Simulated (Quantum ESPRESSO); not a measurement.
## Kohn-Sham bands of CsHgF3 (cubic perovskite)

```
CsHgF3
1.0
    4.59545     0.00000     0.00000
    0.00000     4.59545     0.00000
    0.00000     0.00000     4.59545
Cs Hg F
1 1 3
Cartesian
  0.00000   0.00000   0.00000
  2.29772   2.29772   2.29772
  0.00000   2.29772   2.29772
  2.29772   0.00000   2.29772
  2.29772   2.29772   0.00000
```

Structure: Materials Project mp-561947, symmetrised, not relaxed again. COD (Crystallography Open Database) records the formula in this space group. Ideal cubic forms of this type are often high-temperature phases that distort on cooling; symmetry holds the cell here, and its stability was not tested. Computed values, not measurements, from PBEsol: Quantum ESPRESSO (norm-conserving PseudoDojo potentials, cutoff 68 Ry, no spin polarisation, no spin-orbit coupling) on a Γ-centred 6×6×6 mesh, then Wannier90. Density: 8×8×8 mesh, Gaussian smearing 0.01 Ry. Spin-orbit coupling is left out although heavy elements are present.

Energies are relative to the valence-band maximum; weights are on the orthonormalised atomic waves of the pseudopotential files, averaged over the group. 50 electrons a cell are treated as valence.

**Question.** Into which isolated groups do the bands fall, where do they lie and what are they made of?

**Answer.** 
```json
[
 {"bands": "1", "from (eV)": "-112.58", "to (eV)": "-112.58", "filling": "filled", "weight on atomic waves": "Hg 5s 99 %"},
 {"bands": "2–4", "from (eV)": "-60.90", "to (eV)": "-60.90", "filling": "filled", "weight on atomic waves": "Hg 5p 100 %"},
 {"bands": "5–7", "from (eV)": "-21.19", "to (eV)": "-20.90", "filling": "filled", "weight on atomic waves": "F 2s 96 %"},
 {"bands": "8", "from (eV)": "-19.00", "to (eV)": "-18.96", "filling": "filled", "weight on atomic waves": "Cs 5s 97 %"},
 {"bands": "9–25", "from (eV)": "-6.49", "to (eV)": "0.00", "filling": "filled", "weight on atomic waves": "F 2p 50 %, Hg 5d 29 %, Cs 5p 18 %"},
 {"bands": "26", "from (eV)": "0.54", "to (eV)": "5.41", "filling": "empty", "weight on atomic waves": "Hg 6s 59 %, F 2p 26 %, Cs 6s 6 %"}
]
```

The Kohn-Sham gap over both meshes and the path is 0.54 eV.
